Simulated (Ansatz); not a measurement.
Relaxed MoS2 (2H-MoS2 type, space group P6_3/mmc):

```yaml
crystal:
  lattice:
    - [3.17320, 0.00000, 0.00000]
    - [-1.58660, 2.74807, 0.00000]
    - [0.00000, 0.00000, 12.43700]
  atoms:
    - { symbol: Mo, position: [0.33333, 0.66667, 0.25000] }
    - { symbol: Mo, position: [0.66667, 0.33333, 0.75000] }
    - { symbol: S, position: [0.33333, 0.66667, 0.62490] }
    - { symbol: S, position: [0.66667, 0.33333, 0.12490] }
    - { symbol: S, position: [0.66667, 0.33333, 0.37510] }
    - { symbol: S, position: [0.33333, 0.66667, 0.87510] }
```

In each cell atom 4 (S, nearest neighbour Mo at 2.404 Å; its periodic images, 3.2 Å or more away, move with it) moves by s·(1.000, 0.000, 0.000) (along Cartesian x), the rest being held.

All values below come from r2SCAN+rVV10 (plane waves to 500 eV, PAW, scalar-relativistic; Ansatz, a program for electronic structure). k mesh 10×10×3 (Γ-centred), Fermi-Dirac smearing 0.05 eV. The energy includes the smearing's −TS. Compression counts positive. As the smearing reaches across the gap at some points, energies and forces of such displacements shift with the k mesh and the smearing. F∥ is the force on the atom along that direction. F⊥ is the part of the force across the line. MoS2 is run without spin polarisation. MoS2 was relaxed with its symmetry unable to fall. The PAW data are Ansatz's earlier set. The zero of ΔE is the undisplaced structure.

```csv
s (Å),ΔE (meV/cell),F∥ (eV/Å),|F⊥| (eV/Å),P (GPa)
-0.720,2286,4.994,6.271,7.6
-0.576,1561,4.940,4.168,5.1
-0.432,908,4.046,2.390,2.9
-0.288,411,2.818,1.075,1.3
-0.144,104,1.438,0.270,0.3
0.000,0,0.000,0.000,0.0
0.144,104,-1.438,0.270,0.3
0.288,411,-2.818,1.075,1.3
0.432,908,-4.046,2.390,2.9
0.576,1561,-4.940,4.168,5.1
0.720,2286,-4.994,6.271,7.6
```

Key numbers:

```
Item                                                                                                                                                  Result
--------------------------------------------------------  --------------------------------------------------------------------------------------------------
Energy at s = 0.720 Å                                                                                                                          2286 meV/cell
Force along the line at s = -0.720 Å                                                                                                               4.99 eV/Å
Symmetry of the curve                                                                                                          even: the same for both signs
Shape of the curve                                                                            a single well with its minimum at or next to zero displacement
Force constant k = d²E/ds² at s = 0 (finite differences)                                                                                          10.1 eV/Å²
Harmonic estimate at the end of the scan                  ½ks² = 2606 meV/cell against the computed 2286 meV/cell, so the well is softer than harmonic there
```

The 11 points together took about 25 core-minutes (a rough figure).

(A displaced cell: forces are minus the slopes of the energy, force constants its curvatures, and phonons follow from these.)
